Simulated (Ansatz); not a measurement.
Data:

Mg (hcp, Mg type)

```
Mg
1.0
    6.37233     0.00000     0.00000
   -1.59308     2.75930     0.00000
    0.00000     0.00000     5.22349
Mg
4
Direct
  0.16667   0.66667   0.75000
  0.66667   0.66667   0.75000
  0.33333   0.33333   0.25000
  0.83333   0.33333   0.25000
```

A phonon eigenvector at M = (0.5, 0.0, 0.0) is frozen into this cell: atom i moves by Q times the vector below, so Q is the largest atomic displacement, in Å. The cell is held. (q is in reciprocal vectors of the primitive cell; the cell shown is doubled to hold the pattern.)

```tsv
atom	x	y	z
Mg1	0.000	0.000	1.000
Mg2	0.000	0.000	-1.000
Mg3	0.000	0.000	-1.000
Mg4	0.000	0.000	1.000
```

Method: PBE (plane waves to 420 eV, PAW, scalar-relativistic; Ansatz, a first-principles code). k mesh 17×17×9 (Γ-centred), Fermi-Dirac smearing 0.05 eV. Energies are smeared free energies. With partly filled bands, energies and forces of such displacements shift with the k mesh and the smearing. Mg was relaxed with its symmetry unable to fall. The PAW data are Ansatz's earlier set. The zero of ΔE is the undisplaced structure.

The scan covers Q from -0.180 to 0.180 Å in 13 points.

Question: Is this a single well or a double well?

Answer: A single well with its minimum at or next to zero displacement.

Question: Which space group does the distorted structure have?

Answer: Pnma (No. 62), lowered from P6_3/mmc.

Question: What is the energy change at Q = 0.180 Å?

Answer: 230 meV/cell.

Question: What harmonic wavenumber does the curvature at Q = 0 give?

Answer: 194 cm⁻¹.

(For displaced atoms, the force is minus the slope of the energy, and its curvature is a force constant, which sets phonon frequencies.)
